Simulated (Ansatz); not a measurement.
Cu3Au (Cu3Au type), relaxed with LDA (Ansatz, an electronic-structure program, plane waves, PAW): a = b = c = 3.672 Å, α = β = γ = 90.00°.

ΔH_f (eV/atom): -0.04
B₀ by P(V) fit (GPa): 191

**Question.** The same phase is relaxed and computed with PBE in the same code. What are the cell and these values now?

**Answer.** a = 3.781 Å, b = 3.781 Å, c = 3.781 Å, α = 90.00°, β = 90.00°, γ = 90.00°.

* **ΔH_f (eV/atom)**: -0.04
* **B₀ by P(V) fit (GPa)**: 141

All cells were relaxed under the symmetry of their starts (and spin orders); stability against distortions was not tested throughout. Rows with no word on spin ran without spin polarisation. Scalar-relativistic: spin–orbit coupling is off unless named, which matters more the heavier the elements.

Potentials: the later of the program's two PAW sets.

Ansatz is a plane-wave DFT program.

Formation energies count from the lowest solids of the elements computed at the same level, not from gases.
